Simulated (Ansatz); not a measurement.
Geometry optimisation in Ansatz: input, command and trajectory.

```yaml
crystal:
  lattice:
    - [3.5450482607, 0.0, 0.0]
    - [0.0, 3.5450482607, 0.0]
    - [0.0, 0.0, 3.5450482607]
  atoms:
    - { symbol: Fe, position: [0.0, 0.0, 0.0], spin: 2.89 }
    - { symbol: Co, position: [0.5, 0.5, 0.0], spin: 1.86 }
    - { symbol: Co, position: [0.5, 0.0, 0.5], spin: 1.86 }
    - { symbol: Co, position: [0.0, 0.5, 0.5], spin: 1.86 }
basis:
  ecutwfc: 420
kpoints:
  mp_grid: { grid: [12, 12, 12] }
hamiltonian:
  xc: pbesol
scf:
  occupations: { method: gaussian, width: 0.1 }
output:
  forces: true
  stress: true
  eigenvalues: true
  populations: true
  write_density: true
  write_potential: true
  elf: true
  volumetric_format: npy
magnetization:
  spin_polarized: true
relax:
  adjacent_minimum: "off"
  f_tol: 0.005
  max_steps: 50
  cell: { stress_tol: 0.05 }
```

```bash
ansatz run input.yaml --threads 1 --pin off --max-ram 2560MiB --backend cpu --events-out ev --progress --plain --runs-dir out
```

All numbers below come from DFT PBEsol, scalar-relativistic, plane waves, PAW in Ansatz 0.2.0.

Of 7 frames 6 are shown, positions in Å and forces in eV/Å; the SCF threshold varies from step to step. Steps run on the plane waves of an earlier cell, with a Pulay correction in the pressure. The basis is chosen afresh for the last frame, the zero of the energies, and at times for earlier ones too; energy and pressure step there, also at an unchanged geometry.

```xyz
4
Lattice="3.5450 0.0000 0.0000 0.0000 3.5450 0.0000 0.0000 0.0000 3.5450" Properties=species:S:1:pos:R:3:forces:R:3 pbc="T T T" step=1 free_energy_over_end_meV_per_atom=17.39 pressure_GPa=-9.87
Fe    0.0000    0.0000    0.0000    0.0000    0.0000    0.0000
Co    1.7725    1.7725    0.0000    0.0000    0.0000    0.0000
Co    1.7725    0.0000    1.7725    0.0000    0.0000    0.0000
Co    0.0000    1.7725    1.7725    0.0000    0.0000    0.0000
4
Lattice="3.5126 0.0000 0.0000 0.0000 3.5126 0.0000 0.0000 0.0000 3.5126" Properties=species:S:1:pos:R:3:forces:R:3 pbc="T T T" step=2 free_energy_over_end_meV_per_atom=3.16 pressure_GPa=-4.65
Fe    0.0000    0.0000    0.0000    0.0000    0.0000    0.0000
Co    1.7563    1.7563    0.0000    0.0000    0.0000    0.0000
Co    1.7563    0.0000    1.7563    0.0000    0.0000    0.0000
Co    0.0000    1.7563    1.7563    0.0000    0.0000    0.0000
4
Lattice="3.4847 0.0000 0.0000 0.0000 3.4847 0.0000 0.0000 0.0000 3.4847" Properties=species:S:1:pos:R:3:forces:R:3 pbc="T T T" step=3 free_energy_over_end_meV_per_atom=-0.44 pressure_GPa=0.65
Fe    0.0000    0.0000    0.0000    0.0000    0.0000    0.0000
Co    1.7424    1.7424    0.0000    0.0000    0.0000    0.0000
Co    1.7424    0.0000    1.7424    0.0000    0.0000    0.0000
Co    0.0000    1.7424    1.7424    0.0000    0.0000    0.0000
4
Lattice="3.4879 0.0000 0.0000 0.0000 3.4879 0.0000 0.0000 0.0000 3.4879" Properties=species:S:1:pos:R:3:forces:R:3 pbc="T T T" step=4 free_energy_over_end_meV_per_atom=-0.46 pressure_GPa=0.01
Fe    0.0000    0.0000    0.0000    0.0000    0.0000    0.0000
Co    1.7440    1.7440    0.0000    0.0000    0.0000    0.0000
Co    1.7440    0.0000    1.7440    0.0000    0.0000    0.0000
Co    0.0000    1.7440    1.7440    0.0000    0.0000    0.0000
4
Lattice="3.4879 0.0000 0.0000 0.0000 3.4879 0.0000 0.0000 0.0000 3.4879" Properties=species:S:1:pos:R:3:forces:R:3 pbc="T T T" step=5 free_energy_over_end_meV_per_atom=0.00 pressure_GPa=-0.06
Fe    0.0000    0.0000    0.0000    0.0000    0.0000    0.0000
Co    1.7440    1.7440    0.0000    0.0000    0.0000    0.0000
Co    1.7440    0.0000    1.7440    0.0000    0.0000    0.0000
Co    0.0000    1.7440    1.7440    0.0000    0.0000    0.0000
4
Lattice="3.4877 0.0000 0.0000 0.0000 3.4877 0.0000 0.0000 0.0000 3.4877" Properties=species:S:1:pos:R:3:forces:R:3 pbc="T T T" step=7 free_energy_over_end_meV_per_atom=0.00 pressure_GPa=0.00
Fe    0.0000    0.0000    0.0000    0.0000    0.0000    0.0000
Co    1.7438    1.7438    0.0000    0.0000    0.0000    0.0000
Co    1.7438    0.0000    1.7438    0.0000    0.0000    0.0000
Co    0.0000    1.7438    1.7438    0.0000    0.0000    0.0000
```

Time: 110 s on 1 thread of Intel(R) Xeon(R) Platinum 8488C (Sapphire Rapids), on a shared host, peak memory 0.6 GiB.

Only parallel moments were tried here.